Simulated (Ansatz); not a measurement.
**Sn3PbSe4 (I4/mmm) at 2 levels of theory**

One geometry, relaxed with PBE; plane waves with PAW potentials in Ansatz, scalar-relativistic. No spin polarisation. Gaps are the least over mesh and band path; pressure is positive in compression.

```
Sn Pb Se
1.0
    -3.05203    3.05203    6.10444
     3.05203   -3.05203    6.10444
     3.05203    3.05203   -6.10444
Sn Pb Se
3 1 4
Direct
  0.75000 0.25000 0.50000
  0.50000 0.50000 0.00000
  0.25000 0.75000 0.50000
  0.00000 0.00000 0.00000
  0.74640 0.74640 0.00000
  0.50000 0.00000 0.50000
  0.25360 0.25360 0.00000
  0.00000 0.50000 0.50000
```

| level | cutoff (eV) | k mesh | gap (eV) | pressure (GPa) |
| --- | --- | --- | --- | --- |
| PBE | 420 | 8×8×8 | 0.02 | 0.0 |

What comes out on the same cell with PBEsol?

```json
{"level": "PBEsol", "cutoff (eV)": "420", "k mesh": "8×8×8", "gap (eV)": "0.05", "pressure (GPa)": "-2.7"}
```

Spin-orbit coupling matters for the bands of heavy elements and is left out.

The structure comes from a generated guess; another structure or a mixture of phases may lie lower.
